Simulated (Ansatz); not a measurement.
Li6GaSi2: settings compared (Ansatz)

Input:

```yaml
crystal:
  lattice:
    - [3.361831, 5.82286, 0.0]
    - [-3.361831, 5.82286, 0.0]
    - [0.0, 0.0, 3.299512]
  atoms:
    - { symbol: Si, position: [0.3333, 0.3334, 0.5] }
    - { symbol: Si, position: [0.6667, 0.6666, 0.5] }
    - { symbol: Li, position: [0.5996, 0.4004, 0.0] }
    - { symbol: Li, position: [0.4004, 0.0, 0.0] }
    - { symbol: Li, position: [0.0, 0.5996, 0.0] }
    - { symbol: Li, position: [0.2418, 0.7582, 0.5] }
    - { symbol: Li, position: [0.7582, 0.0, 0.5] }
    - { symbol: Li, position: [0.0, 0.2418, 0.5] }
    - { symbol: Ga, position: [0.0, 0.0, 0.0] }
  symmetry: { tolerance: 0.0003 }
kpoints:
  mp_grid: { grid: [3, 3, 6], shift: [0, 0, 0] }
magnetization:
  spin_polarized: false
scf:
  occupations: { method: fermi_dirac, width: 0.111 }
hamiltonian:
  pseudopotentials: { kind: paw }
  xc: pbe
basis:
  ecutwfc: 420
output:
  forces: true
  stress: true
  eigenvalues: true
  write_density: true
  write_potential: true
  elf: true
  volumetric_format: npy
```

The command:

```bash
ansatz run input.yaml --threads 1 --pin off --max-ram 2560MiB --backend cpu --events-out ev --progress --plain --runs-dir out
```

Origin of the cell: a known structure type with other elements, at an estimated volume, so it need not be a known compound.

Output of this run (shortened):

```
SCF iter   1: F=—  HF=-6282.475814 eV  Δρ=3.92e-3  dr2=1.30e-1  defer=3
SCF iter   2: F=—  HF=-6282.458021 eV  Δρ=2.24e-3  dr2=3.20e-2  defer=3
SCF iter   3: F=—  HF=-6282.452640 eV  Δρ=1.50e-3  dr2=5.02e-3  defer=3
SCF iter   4: F=—  HF=-6282.450407 eV  Δρ=5.28e-4  dr2=8.32e-4  defer=3
SCF iter   5: F=—  HF=-6282.450117 eV  Δρ=1.70e-4  dr2=4.03e-5  defer=3
SCF iter   6: F=—  HF=-6282.450074 eV  Δρ=4.58e-5  dr2=2.46e-6  defer=3
SCF iter   7: F=—  HF=-6282.450073 eV  Δρ=2.27e-5  dr2=4.77e-7  defer=3
SCF iter   8: F=-6282.450073 eV  HF=-6282.450073 eV  Δρ=4.95e-6  dr2=2.46e-8
SCF 1 converged in 8 iterations: F = -6282.450073 eV  dr2 = 2.46e-8
SCF converged after 8 iterations
Free energy (F): -6282.450073 eV
Harris-Foulkes:  -6282.450073 eV  (|F-HF|=4.16e-8)
Internal energy: -6282.299276 eV  (E = F + TS)
E sigma→0 (E₀):  -6282.374675 eV
Entropy (-TS):   -0.150797 eV (-16.755 meV/atom)
Fermi energy:    4.863542 eV
--- Per-component energies (eV) ---
  E_band       = -563.212804
  E_kinetic    = 331.146721
  E_local      = -3307.333842  (includes V_loc(G=0)·N_el)
  E_nonlocal   = 273.422450
  E_hartree    = 1428.119480
  E_xc         = -246.217934
  E_vxc        = -237.201375  (∫ρ·V_xc dr)
  E_paw        = -3132.875798  (= ΣΔE_a)
  E_vpaw       = -479.476582  (= ΣTr[D̂ρ^β])
  E_aug_tail   = 0.000055  (compensation charges beyond the density's cutoff)
  E_ewald      = -1628.560409
  E_smearing   = -0.150797  (= −TS)
  Σ components = -6282.450073   (vs F -6282.450073, Δ=0.00e0)
--- Forces (eV/Å), atoms counted from 1 ---
  atom   1  Si     0.000000     0.000000     0.000000
  atom   2  Si    -0.000000    -0.000000     0.000000
  atom   3  Li    -0.272934     0.000000     0.000000
  atom   4  Li     0.136467     0.236368     0.000000
  atom   5  Li     0.136467    -0.236368     0.000000
  atom   6  Li     1.299507    -0.000000     0.000000
  atom   7  Li    -0.649754    -1.125406     0.000000
  atom   8  Li    -0.649754     1.125406     0.000000
  atom   9  Ga     0.000000    -0.000000     0.000000
  max |Σ_I F_I| component: 4.42e-16 eV/Å
--- Stress (GPa, compression-positive) ---
        8.069328      -0.000000       0.000000
       -0.000000       8.069328       0.000000
        0.000000       0.000000       3.240077
  P = ⅓ Tr σ = 6.4596 GPa (64.596 kbar)
```

The same input was run again with these changes:

1. `basis.xc_grid` default → 1
2. `basis.xc_grid` default → 2; `scf.lower_state_search` default → standard
3. `accuracy` default → medium; `basis.ecutwfc` 420 → "58.8 Ry"
4. `scf.convergence.dr2_threshold` default → 1.0e-06; `hamiltonian.xc` pbe → revpbe

| run | end | SCF iterations | P (GPa) | max force component (eV/Å) | moment (μB) | ΔE(σ→0) (meV/atom) |
| --- | --- | --- | --- | --- | --- | --- |
| base | converged | 8 | 6.46 | 1.300 | – | 0 |
| 1 | converged | 8 | 6.46 | 1.300 | – | 0.00 |
| 2 | converged | 8 | 6.46 | 1.300 | – | 0.00 |
| 3 | converged | 8 | 6.46 | 1.300 | – | -0.39 |
| 4 | converged | 7 | 7.88 | 1.344 | – | – |

Energies are compared only where functional, datasets, charge and starting cell are the same.

Caveats of the base run: no moments, though an odd count or open d shells may carry them; the k mesh is coarse if the cell is a metal.

Run 4: forces of this functional can be a tenth off on datasets made under PBE; the SCF threshold is loose for forces.

The base run ran for 3 s on 1 thread of Intel(R) Xeon(R) 6975P-C (Granite Rapids), with other jobs on the host, peak memory 0.41 GiB, from the program's own first density.
